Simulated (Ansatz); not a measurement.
## Trial structures of Nb₃C: starts and ends

Computed with DFT PBE, scalar-relativistic, plane waves, PAW (Ansatz). Settings: cutoff 420 eV, Γ-centred meshes spaced at most about 0.3 Å⁻¹, and about 0.25 Å⁻¹ or finer for metals (2π included), Gaussian smearing. No spin polarisation in the final relaxations.

Each guess was relaxed in cell and atoms at zero pressure, within the symmetry of its start. Temperature and zero-point effects are left out. Coordination counts Nb atoms around C (those within 1.25 times the shortest such distance or 1.15 times the sum of covalent radii; a plus sign parts nearer from farther groups).

```csv
guess,made from,start group,V start (Å³/atom),end group,V end (Å³/atom),coordination at the end,gap on mesh (eV),E over the lowest end (meV/atom)
1,NbIr3 type,Pm-3m,15.6,?,?,?,?,?
2,random cell,Fm-3m,16.9,Fm-3m (BiF3 (D0_3)),14.9,C 8+6,0,944
3,PrBr3 type,P6_3/m,13.7,P6_3/m,15.2,C 9,0,0
4,Pm3Al type,P6_3/mmc,20.5,P6_3/mmc (Ni3Sn (D0_19)),14.7,C 12,0,737
```

Guess 1 as it starts:

```cif
data_structure
_symmetry_space_group_name_H-M 'Pm-3m'
_symmetry_Int_Tables_number 221
_cell_length_a 3.9686
_cell_length_b 3.9686
_cell_length_c 3.9686
_cell_angle_alpha 90.000
_cell_angle_beta 90.000
_cell_angle_gamma 90.000
_cell_volume 62.51
loop_
_atom_site_label
_atom_site_type_symbol
_atom_site_symmetry_multiplicity
_atom_site_Wyckoff_symbol
_atom_site_fract_x
_atom_site_fract_y
_atom_site_fract_z
_atom_site_occupancy
Nb1 Nb 3 c 0.50000 0.50000 0.00000 1
C1 C 1 a 0.00000 0.00000 0.00000 1
```

Problem. Fill in the missing row: what does this guess relax into, and where does it rank?

Solution. It ends in the Cu3Au (L1_2) type, space group Pm-3m (No. 221), with a = 3.877 Å, 14.6 Å³/atom and no gap. It lies 0.69 eV/atom over the lowest end, above guess 3 and below guess 4. Counting Nb atoms around C, this end has C 12 and the lowest (guess 3) has C 9.

```xyz
4
Lattice="3.8770 0.0000 0.0000 0.0000 3.8770 0.0000 0.0000 0.0000 3.8770" Properties=species:S:1:pos:R:3 pbc="T T T"
Nb    1.9385    1.9385    0.0000
Nb    1.9385    0.0000    1.9385
Nb    0.0000    1.9385    1.9385
C     0.0000    0.0000    0.0000
```

Energies over the elements count from the elements' standard structures at the same level, with no fitted energy shifts.

Problem. Is the lowest end bound against the elements?

Solution. Too close to call: its formation energy is +0.03 eV/atom. The formation energy is too near zero to say whether this cell lies below the elements.

The reference form of C is held partly by dispersion forces, which this level lacks. Cells relaxed within their symmetry can be saddle points. A lower structure may well exist outside this small set. Some types were kept out of the candidates beforehand, so the set may lack a known form.
